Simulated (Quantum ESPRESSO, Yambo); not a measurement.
## Quasiparticle gap of NaBaIrH6

Space group F-43m (No. 216); a = 7.845 Å, b = 7.845 Å, c = 7.845 Å, α = 90.00°, β = 90.00°, γ = 90.00°

```tsv
atom	site	symmetry	x	y	z
H	24f	2.mm	0.0000	0.0000	0.2150
Na	4c	-43m	0.2500	0.2500	0.2500
Ba	4d	-43m	0.7500	0.7500	0.7500
Ir	4a	-43m	0.0000	0.0000	0.0000
```
(The calculation used a cell of 9 atoms; values per cell refer to that cell.)

The geometry is that of Materials Project entry mp-1182061, symmetrised and not relaxed again.

Starting point: norm-conserving LDA (Quantum ESPRESSO, 88 Ry, no spin-orbit coupling). G0W0 in Yambo: 2×2×2 Γ-centred k mesh, bands 6 to 173 and a 7 Ry block in the screening, 173 bands in G with the Bruneval-Gonze terminator, plasmon pole fitted at 27.2 eV.

```json
{
  "LDA gap along the band path": "3.00 eV",
  "LDA gap between the mesh's edge points (Γ → X)": "3.00 eV",
  "G0W0 gap between the same points": "4.36 eV",
  "LDA smallest direct gap on the mesh (at X)": "3.03 eV",
  "G0W0 direct gap at that point": "4.41 eV"
}
```

```
k point  band  E LDA (eV)  E QP (eV)  shift (eV)     Z
-------  ----  ----------  ---------  ----------  ----
Γ          VB        0.00      -0.46       -0.46  0.78
Γ          CB        4.29       5.17        0.88  0.84
X          VB       -0.03      -0.52       -0.49  0.78
X          CB        3.00       3.89        0.90  0.83
```

Energies count from the LDA valence-band maximum.

Nearest settings tried, and what they do to the gap: 133 bands in W, 133 bands in G: -6 meV; 6 Ry block (229 vectors against 283): -18 meV; 4×4×4 mesh: +48 meV. So the settings aren't converged at that level. The k mesh is coarse.

Spin-orbit coupling is left out, which matters for elements this heavy: edges can move by tenths of an eV.

The structure is a Materials Project entry; no match was found in the copy of COD used, and its stability was not checked.
